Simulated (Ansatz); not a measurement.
**What DFT gives for Na$_{2}$Cr$_{4}$Fe**

```
Na Fe Cr
1.0
     0.00000    5.53392    0.00000
     7.85024   -2.76696    0.00000
     0.37716    0.00000   -5.48303
Na Fe Cr
4 2 8
Direct
  0.19940 0.59620 0.19990
  0.60320 0.40380 0.30010
  0.80060 0.40380 0.80010
  0.39680 0.59620 0.69990
  0.77860 0.00000 0.75000
  0.22140 0.00000 0.25000
  0.21534 0.84510 0.77201
  0.37024 0.15490 0.72799
  0.78466 0.15490 0.22799
  0.62976 0.84510 0.27201
  0.82875 0.69582 0.01422
  0.13293 0.30418 0.48578
  0.17125 0.30418 0.98578
  0.86707 0.69582 0.51422
```

Method: r2SCAN, no spin polarisation; PAW, plane waves to 500 eV, 5×5×4 Γ-centred mesh, fermi-dirac occupations (width 0.1 eV) (Ansatz 0.2.0), atoms fixed.

Electronic structure: It is a metal, with about 29 states/eV a cell as the mean within 0.25 eV of the Fermi level, mostly Cr d (54 %) and Fe d (39 %).
Charges: Bader charges in e: Na +0.66, Cr -0.42 to -0.12, Fe -0.24. In the mean Na gives up most and Cr takes most.
Contacts: Cr–Cr at 2.43 Å: least valence density 0.42 e/Å³ and ELF 0.36 there. Na–Cr at 2.64 Å: least valence density 0.10 e/Å³ and ELF 0.04 there. Fe–Cr at 2.93 Å: least valence density 0.19 e/Å³ and ELF 0.35 there. These are pseudo-fields; inside the PAW spheres they differ from the all-electron ones.
Stress: The pressure is -14.7 GPa (compression positive), so with the atoms held at these fractions the cell would first shrink; the forces are large, so a full relaxation may end otherwise. The principal stresses -20.2, -13.9, -10.1 GPa differ, so its shape would change too.
Forces: The largest is on Cr11 (and as large on other atoms): 3.51 eV/Å, components (3.44, -0.60, 0.30). It makes 55° with the line to a nearest neighbour, Cr10 at 2.43 Å.

Origin: a known structure type with other elements, at an estimated volume, so it need not be a known compound. Caveats: no spin polarisation, so a magnetic state may lie lower; atoms or cell far from equilibrium.
